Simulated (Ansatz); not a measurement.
The cell is a 14-atom cell of GeC2N4 built on β-Si3N4 (relaxed group Pm); cell and atoms were relaxed with r2SCAN. The symmetry is Pm (No. 6, monoclinic); conventional cell a = 6.875 Å, b = 2.645 Å, c = 6.894 Å, β = 117.7°, 7.93 Å³ an atom. Around Ge lie 4 N at 1.73–1.86 Å; around C lie 4 N at 1.40–1.54 Å; around C lie 4 N at 1.49–1.56 Å; around Ge lie 4 N at 1.76–1.82 Å; around C lie 4 N at 1.46–1.59 Å; around C lie 4 N at 1.40–1.59 Å; around N lie 1 C at 1.46 Å and 2 Ge at 1.79–1.82 Å; around N lie 3 C at 1.43–1.55 Å (further sites aren't listed).

```xyz
14
Lattice="6.8741 0.0000 -0.1351 0.0000 2.6453 0.0000 -3.5543 0.0000 6.1772" Properties=species:S:1:pos:R:3 pbc="T T T"
Ge    1.2445    1.3227    5.1554
C     4.6754    0.0000    1.4344
C     3.2682    0.0000    3.4585
Ge    0.1446    1.3227    2.3760
C    -1.5599    1.3227    4.7710
C     2.2258    0.0000    0.9509
N    -0.2374    1.3227    4.1587
N     3.3282    0.0000    1.9049
N     2.5144    1.3227    3.7950
N     1.4505    0.0000    6.2519
N    -2.3754    0.0000    4.4322
N     5.2463    1.3227    1.9746
N     0.9637    0.0000    1.5614
N     2.3496    1.3227    0.0700
```

The questions ask for values computed with Ansatz on this geometry. Values at 0 K without nuclear motion; no magnetic order is allowed, and the phase may be a hypothetical one.

Given (4×10×4 mesh): With PBE the gap is 2.40 eV and direct, at Γ.

Question: How does the gap change from PBE to PBE+SOC (4×10×4)?

Answer: With PBE+SOC the gap is 2.40 eV and direct, at Γ. The gap differs by 0.00 eV from PBE's.

Question: What does r2SCAN give for the gap (4×10×4 mesh)?

Answer: r2SCAN gives a direct gap of 2.77 eV at Γ. The gap differs by +0.37 eV from PBE's.

Question: How does the gap change from PBE to HSE06 (4×6×4)?

Answer: HSE06 gives a direct gap of 3.87 eV at Γ. The gap differs by +1.47 eV from PBE's.

Question: What does PBE0 give for the gap (4×6×4 mesh)?

Answer: The PBE0 gap is direct at Γ: 4.64 eV. The gap differs by +2.24 eV from PBE's.

Question: How strongly does the crystal screen a field with clamped ions (r2SCAN)?

Answer: The electronic dielectric tensor ε∞ is a tensor with principal values 5.35, 5.46, 5.66. Born charges, averaged over directions: Ge +3.31 to +3.43, C +2.42 to +2.65, N -2.34 to -1.80 e. The program notes that the ground state's band table doesn't vouch for all the bands that the response reads.

Question: What do these levels agree on?

Answer: r2SCAN covers 25 % of the step from PBE to HSE06. Spin-orbit coupling moves the least or the direct gap by up to 0.01 eV, so it can be left out where a tenth of an eV counts. Among these functionals the gap stays direct.

Only the levels marked +SOC include spin-orbit coupling.

The meshes of the hybrids are coarse, so their gaps aren't converged to the digits shown.
